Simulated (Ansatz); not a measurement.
Sheets of one type (MA2Z4 (octahedral core, outer Z over the far inner Z)-type), plane-wave PAW PBE (Ansatz code); HSE06 gaps on those cells.

```tsv
layer	a (Å)	thickness (Å)
ZrGe2P4	3.712	9.71
YGe2N4	3.232	7.56
YGe2P4	___	___
MnGe2P4	3.611	9.12
```

Task: Complete the blanks.

Result: 
- YGe2P4, a (Å): 3.768
- YGe2P4, thickness (Å): 10.03

Spin orders computed, not proven ground states: YGe2N4, MA2Z4 (octahedral core, outer Z over the far inner Z)-type layer ferromagnetic; MnGe2P4, MA2Z4 (octahedral core, outer Z over the far inner Z)-type layer ferromagnetic. Began spin-polarised and lost the moments: YGe2P4, MA2Z4 (octahedral core, outer Z over the far inner Z)-type layer. All cells were relaxed under the symmetry of their starts (and spin orders); stability against distortions was not tested throughout. Rows with no word on spin ran without spin polarisation. Scalar-relativistic: spin–orbit coupling is off unless named, which matters more the heavier the elements. Constructed layers (a layer type filled with these elements): ZrGe2P4, MA2Z4 (octahedral core, outer Z over the far inner Z)-type layer; YGe2N4, MA2Z4 (octahedral core, outer Z over the far inner Z)-type layer; YGe2P4, MA2Z4 (octahedral core, outer Z over the far inner Z)-type layer; MnGe2P4, MA2Z4 (octahedral core, outer Z over the far inner Z)-type layer.

Potentials: the later of the program's two PAW sets.
